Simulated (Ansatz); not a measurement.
Input file for Ansatz (a program for electronic structure):

Ansatz 0.2 input:
```yaml
crystal:
  lattice:
    - [6.7848007563, 1.4242748032, 0.0]
    - [-6.7848007563, 1.4242748032, 0.0]
    - [-6.4835454659, 0.0, 6.9235884336]
  atoms:
    - { symbol: Mn, position: [0.164328028, 0.835671972, 0.8196749676], spin: 2.76 }
    - { symbol: Mn, position: [0.6482680204, 0.3517319796, 0.4779930545], spin: -2.75 }
    - { symbol: Mn, position: [0.8356719718, 0.1643280282, 0.1803250323], spin: -2.76 }
    - { symbol: Mn, position: [0.3517319801, 0.6482680199, 0.5220069465], spin: 2.75 }
    - { symbol: O, position: [0.7905471538, 0.2094528462, 0.9412791627], spin: 0.02 }
    - { symbol: O, position: [0.161123962, 0.838876038, 0.3597916084], spin: 0.0 }
    - { symbol: O, position: [0.2094528461, 0.7905471539, 0.0587208371], spin: -0.02 }
    - { symbol: O, position: [0.838876038, 0.161123962, 0.6402083903], spin: 0.0 }
    - { symbol: O, position: [0.5417500807, 0.4582499193, 0.7202097456], spin: 0.11 }
    - { symbol: O, position: [0.1493776078, 0.8506223922, 0.6083351263], spin: -0.05 }
    - { symbol: O, position: [0.4582499196, 0.5417500804, 0.2797902549], spin: -0.11 }
    - { symbol: O, position: [0.8506223917, 0.1493776083, 0.3916648738], spin: 0.05 }
kpoints:
  mp_grid: { grid: [10, 10, 4] }
hamiltonian:
  xc: r2scan
  pseudopotentials: { kind: paw }
magnetization: { spin_polarized: true }
scf:
  occupations: { method: gaussian, width: 0.02 }
checkpoint: { read: static.run }
output: { write_density: true, elf: true, volumetric_format: npy }
basis: { fft_grid_basis: typed }
```

Output (shortened):

```
Pseudopotential: Mn, paw, valence charge 15
Pseudopotential: O, paw, valence charge 6
Functional definition: r2SCAN
Crystal: 12 atoms, lattice volume = 133.811 Å³
Basis set: ecut = 500 eV, 3377 PW (Γ), exchange–correlation on 216×216×288 points (64 copies of the dense FFT grid, shifted against one another)
Bands: 72, of which v1, the nominal top of the filled ones, is band 54 counted from 1 (53 counted from 0)
Symmetry: 2 space group operations
Space group: Cm (ITA 8), of the structure as read, at distance tolerance 5.1e-5 Å
k-points: 117 of 400 (time reversal used)
Stability of the state it starts from, as read at its close in the collinear treatment (another_mixer)
Starting moments: Σ|m| = 11.38 μB on 10 of 12 sites; this step starts from the density that it was given
iter 1 solved again at ethr=2.36e-8 eV; its pass at ethr=3.10e-3 eV (dr2=2.54e-5 eV) is discarded
SCF iter   1: F=—  HF=-20167.707129 eV  |F-HF|=—  |Δ(HF+E_count)|=         —  Δρ=2.45e-7 (↑2.45e-7 ↓2.44e-7)  dr2=6.32e-11  dr2_τ=1.36e-11  dr2_m=2.95e-11  M=0.000 μB ∫|m|=12.139 μB  β_m=0.30  ethr=2.36e-8  ⟨swp⟩=6.2  Hψ=133669  notcnv=0
preconditioner: auto → Resta (q_TF=auto, 2.633 Å⁻¹)
spin=Collinear: Resta preconditioning applied to the charge; magnetization (m = ρ↑ − ρ↓) channel mixes plain (no charge-response kernel on spin).
SCF iter   2: F=-20167.707129 eV  HF=-20167.707129 eV  |F-HF|=7.28e-12  |Δ(HF+E_count)|=   1.52e-7  Δρ=9.29e-8 (↑9.29e-8 ↓9.29e-8)  dr2=1.34e-11  dr2_τ=8.71e-12  dr2_m=2.60e-12  M=0.000 μB ∫|m|=12.139 μB  ethr=1.00e-12  ⟨swp⟩=9.5  Hψ=65407  notcnv=0
SCF 1 converged in 2 iterations: F = -20167.707129 eV  dr2 = 1.34e-11
Stability not checked (another_mixer)
WARN: this result may not be the lowest state: it starts from a saved state, and a run that led to that state saw a lower one. See that run's warnings
SCF converged after 2 iterations
Magnetization: 0.0000 μB (54.0000 up, 54.0000 down)
Absolute magnetization: 12.1750 μB (∫|ρ↑−ρ↓|, with the PAW one-centre terms)
Spin contamination: 5.9946 ħ² per cell (⟨S²⟩ above its minimum at these occupations)
Per-site moments (μB) at R_I (Å): [(2.467780707088523, 0.7721325873342855), (-2.4665729067810633, 0.7752239337714217), (-2.4677807020430174, 0.7721325891616235), (2.466572911665674, 0.7752239335966065), (0.015770452233932815, 0.781769566129427), …
Free energy (F): -20167.707129 eV
Harris-Foulkes:  -20167.707129 eV  (|F-HF|=7.28e-12)
Internal energy: -20167.707129 eV  (E = F + TS)
E sigma→0 (E₀):  -20167.707129 eV
Fermi energy:    7.688612 eV
--- Per-component energies (eV) ---
  E_band       = -1630.611243
  E_kinetic    = 2605.434661
  E_local      = -16051.635822  (includes V_loc(G=0)·N_el)
  E_nonlocal   = 1331.059271
  E_hartree    = 6690.375623
  E_xc         = -1025.067290
  E_vxc        = -1489.144226  (∫ρ·V_xc dr)
  E_paw        = -6496.265376  (= ΣΔE_a)
  E_vpaw       = -1505.008419  (= ΣTr[D̂ρ^β])
  E_aug_tail   = 0.008245  (compensation charges beyond the density's cutoff)
  E_vtau       = 97.924173  (kinetic-family band-sum trace: ∫τ·v_τ [+ j·A + Jᵃ·Aᵃ] dr)
  E_ewald      = -7220.228742
  E_core_change = -1.387700  (= ΣΔE_core)
  E_smearing   =  0.000000  (= −TS)
  E_closure    = 0.000000  (closes the sum)
  Σ components = -20167.707129   (vs F -20167.707129, Δ=0.00e0)
  [band-id]    e_kinetic+e_local+e_nonlocal+2·e_hartree+e_vxc+e_vpaw+e_augmentation_tail+e_vtau = -1630.610870   (vs E_band -1630.611243, Δ=3.74e-4)
--- Band table (eV; the first three rows and the last of 234) ---
  k-point 0 ↑: bands = ["-77.9106", "-77.8349", "-73.9455", "-73.8568", "-45.3519", "-45.3514", "-45.3242", "-45.2818", "-45.2780", "-45.2400", "-41.4481", "-41.4183", "-41.3477", "-41.3400", "-41.2797", "-41.1938", "-13.4877", "-12.7639", "-12.2427", …
  k-point 1 ↑: bands = ["-77.9106", "-77.8349", "-73.9455", "-73.8568", "-45.3519", "-45.3514", "-45.3242", "-45.2818", "-45.2780", "-45.2400", "-41.4481", "-41.4183", "-41.3476", "-41.3400", "-41.2797", "-41.1938", "-13.4213", "-12.8986", "-12.2358", …
  k-point 2 ↑: bands = ["-77.9106", "-77.8349", "-73.9455", "-73.8568", "-45.3519", "-45.3514", "-45.3242", "-45.2818", "-45.2780", "-45.2400", "-41.4481", "-41.4183", "-41.3476", "-41.3400", "-41.2798", "-41.1938", "-13.3086", "-13.0669", "-12.2323", …
  k-point 116 ↓: bands = ["-77.9106", "-77.8349", "-73.9455", "-73.8568", "-45.3519", "-45.3514", "-45.3242", "-45.2818", "-45.2780", "-45.2400", "-41.4481", "-41.4183", "-41.3477", "-41.3400", "-41.2797", "-41.1938", "-13.2358", "-13.1526", "-12.1654", …
```

Cost: very roughly 5 core-minutes on shared cores.

Space group C2/m. The workflow started from an entry of the Crystallography Open Database (COD), which files this formula under 4 space groups. It is not the phase usual at ambient conditions (space group No. 136). Symmetry was held in the r²SCAN relaxation, as lowered by the spin order; its stability against distortions is not shown here. The final state is antiferromagnetic, chosen from 2 collinear starts compared on coarse meshes (ties went to the first, and starts can fall back to one state), not a proven ground state. The program gave a warning on the electronic state, which may not be the lowest. No Hubbard U is applied. Point labels and valley counts follow the cell and symmetry of the run, lower than the named group.

Potentials: the later of the program's two PAW sets.

Ansatz is a plane-wave DFT program.
